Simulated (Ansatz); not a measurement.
Property card for Ti$_{2}$O

Ti$_{2}$O:
```
Ti2O
1.0
    2.95293     0.00000     0.00000
   -1.47646     2.55731     0.00000
    0.00000     0.00000     4.72304
Ti O
2 1
Direct
  0.33333   0.66667   0.73714
  0.66667   0.33333   0.26286
  0.00000   0.00000   0.00000
```

Space group P-3m1 (No. 164), anti-CdI2 type; conventional cell a = 2.953 Å, b = 2.953 Å, c = 4.723 Å, α = 90.00°, β = 90.00°, γ = 120.00°.

Method: DFT-PBEsol in the program Ansatz with PAW potentials. Geometry: relaxed at this level of theory. Other levels are named where they apply.

Cell and energy:

* **Volume per atom**: 11.89 Å³
* **Density**: 5.20 g/cm³
* **Formation energy from the elements (no fitted shifts)**: -1.88 eV/atom

Electronic structure:

* **Electronic character**: metallic (no gap)
* **Density of states at the Fermi level**: 0.34 states/eV per atom (mean over ±0.08 eV)

Mechanics:

- Bulk modulus (Birch–Murnaghan fit) = 1970 kbar
- Pressure derivative B′ = 4.3
- Elastic constants (relaxed ions, GPa) = C11 = 354, C12 = 92.2, C13 = 130, C14 = 45.7, C33 = 364, C44 = 109
- Mechanical stability = stable (all eigenvalues of C positive)
- Hill bulk and shear moduli = 197 and 110 GPa
- Young's modulus = 279 GPa
- Poisson's ratio = 0.26
- Debye temperature from the elastic constants = 668 K

Phonons:

- Highest zone-centre frequency = 505 cm⁻¹
- Zone-centre stability = no imaginary mode at Γ

The first step of the workflow began from a Materials Project structure, measured or hypothetical; the Crystallography Open Database files this formula in space group No. 164, but the cells were not matched. Its standing as an ambient phase is unchecked. Symmetry was held in the PBEsol relaxation. No spin polarisation was allowed. Without spin polarisation and U, an open-shell compound can come out a false metal. As this level gives no gap, shear constants depend on the k-mesh and smearing (Fermi–Dirac, 0.1 eV here). As this level gives no gap, phonon frequencies hold no LO–TO term and depend on the k-mesh and smearing (Fermi–Dirac, 0.1 eV here). The references are the lowest solids computed at this level, not always the standard phases (solids in place of the gases).

Potentials: the later of the program's two PAW sets.
